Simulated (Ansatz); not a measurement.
Theory: DFT PBE, scalar-relativistic, plane waves, PAW in Ansatz 0.2.0. Settings: cutoff 420 eV, Γ-centred meshes spaced at most about 0.3 Å⁻¹, and about 0.25 Å⁻¹ or finer for metals (2π included), Gaussian smearing. Collinear spin in cells that started with moments and kept them past the coarse steps, no spin elsewhere.

Temperature and zero-point effects are left out.

Compare these two cells of Ni2Pt, each relaxed at this level.

A. (site moments Ni 0.8 (×2); Pt 0.2 μB)

```
Ni Pt
1.0
     2.66534    0.00000    0.00000
    -1.33267    2.30825    0.00000
     0.00000    0.00000    6.26161
Ni Pt
2 1
Direct
  0.66667 0.33333 0.84738
  0.33333 0.66667 0.15262
  0.00000 0.00000 0.50000
```

B. (site moments Ni 0.8 (×4); Pt 0.2 (×2) μB)

```
Ni Pt
1.0
     2.67027    0.00000    0.00000
    -1.33514    2.31252    0.00000
     0.00000    0.00000   12.52249
Ni Pt
4 2
Direct
  0.33333 0.66667 0.07620
  0.33333 0.66667 0.42380
  0.66667 0.33333 0.92380
  0.66667 0.33333 0.57620
  0.33333 0.66667 0.75000
  0.66667 0.33333 0.25000
```

Question: Which is lower in energy, and by how much?

Answer: A is lower, by 37 meV/atom. A has Ni and Pt ordered on fcc sites, space group P-3m1 (No. 164), 12.8 Å³/atom and no gap on its mesh; B has Ni and Pt ordered on hcp sites, space group P6_3/mmc (No. 194), 12.9 Å³/atom and no gap. In A, Ni has 3 Ni at 2.45 Å, 3 Pt at 2.66 Å and 6 Ni at 2.67 Å; around Pt lie 6 Ni at 2.66 Å and 6 Pt at 2.67 Å. In B, around Ni lie 3 Ni at 2.45 Å, 3 Pt at 2.67 Å and 6 Ni at 2.67 Å; Pt is surrounded by 6 Ni at 2.67 Å and 6 Pt at 2.67 Å. Both come from invented guesses.

Spin–orbit coupling, which can matter for Pt, is left out. The magnetic state reached may not be the lowest. With atoms moved at random, P-3m1 came back. Other cells relaxed within their symmetry can be saddle points. Some candidate types were left out of the draw beforehand, so a known form may be missing.
